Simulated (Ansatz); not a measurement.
## Magnetic states of cobalt, diamond

Level of theory: DFT, m-r2SCAN, plane waves (500 eV) with PAW, scalar-relativistic (Ansatz 0.2.0). The PAW files were generated under PBE, with cores re-solved for the functional.

Each start was relaxed and then solved on a dense mesh, with Fermi-Dirac smearing of 0.05 eV (0.1 eV in a metal without spin) extrapolated to zero. Rows within 2 meV/atom of each other tie.

**Question.** Where does each start end, and how do the energies compare? Starts: ferromagnetic; antiferromagnetic.

**Answer.** 
```json
{"start": "ferromagnetic", "ends": "ferromagnetic, net 0.28 μB per atom", "ΔE (meV/atom)": "0.0", "V (Å³/atom)": "14.30"}
{"start": "antiferromagnetic", "ends": "ferromagnetic, net 0.28 μB per atom", "ΔE (meV/atom)": "0.0", "V (Å³/atom)": "14.30"}
```

m-r²SCAN is r²SCAN on the gauge-invariant kinetic-energy density; without spin polarisation the two are equal.
